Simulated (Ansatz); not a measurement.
HfSiW:
```xyz
12
Lattice="6.9014 0.0000 0.0000 0.0000 3.5061 0.0000 0.0000 0.0000 8.1530" Properties=species:S:1:pos:R:3 pbc="T T T"
Hf     0.2881     0.8765     5.4366
Hf     6.6134     2.6295     2.7164
Hf     3.1626     2.6295     1.3601
Hf     3.7388     0.8765     6.7928
Si     1.7684     0.8765     2.9345
Si     5.1330     2.6295     5.2185
Si     1.6823     2.6295     7.0110
Si     5.2191     0.8765     1.1420
W      0.9192     0.8765     0.4924
W      5.9822     2.6295     7.6605
W      2.5315     2.6295     4.5689
W      4.3699     0.8765     3.5840
```

Relaxed with r²SCAN. Special points in fractions of this cell's reciprocal vectors: Γ (0.000, 0.000, 0.000); X (0.500, 0.000, 0.000); S (0.500, 0.500, 0.000); Y (0.000, 0.500, 0.000); Z (0.000, 0.000, 0.500); U (0.500, 0.000, 0.500); R (0.500, 0.500, 0.500); T (0.000, 0.500, 0.500).

**Question.** List the band energies nearest the Fermi level at these points for DFT-r²SCAN in the program Ansatz with PAW potentials.

**Answer.** In eV from the Fermi level; about four levels below and three above (degenerate sets whole), none deeper than 8.9 eV; points with the same levels are listed once.

| k | below | above |
|---|---|---|
| Γ | -1.23 -0.93 -0.88 -0.43 | 0.41 0.52 0.57 |
| X | -0.79 -0.79 -0.06 -0.06 | 0.52 0.52 0.84 0.84 |
| S | -1.78 -1.78 -1.78 -1.78 | 0.94 0.94 0.94 0.94 |
| Y | -1.89 -1.89 -1.24 -1.24 | 0.47 0.47 0.72 0.72 |
| Z | -1.12 -1.12 -0.27 -0.27 | 0.09 0.09 1.22 1.22 |
| U | -1.57 -1.57 -1.53 -1.53 | 0.00 0.00 1.02 1.02 |
| R | -1.74 -1.74 -1.74 -1.74 | 0.93 0.93 0.93 0.93 |
| T | -0.53 -0.53 -0.02 -0.02 | 1.69 1.69 1.80 1.80 |

Space group Pnma. The first step of the workflow began from a Materials Project structure, measured or hypothetical; the Crystallography Open Database copy checked does not list it. Whether it is the stable phase at ambient conditions was not checked. Symmetry was held in the r²SCAN relaxation; its stability against distortions is not shown here. No spin polarisation was allowed. Spin–orbit coupling is left out wherever it is not named.

Potentials: the later of the program's two PAW sets.
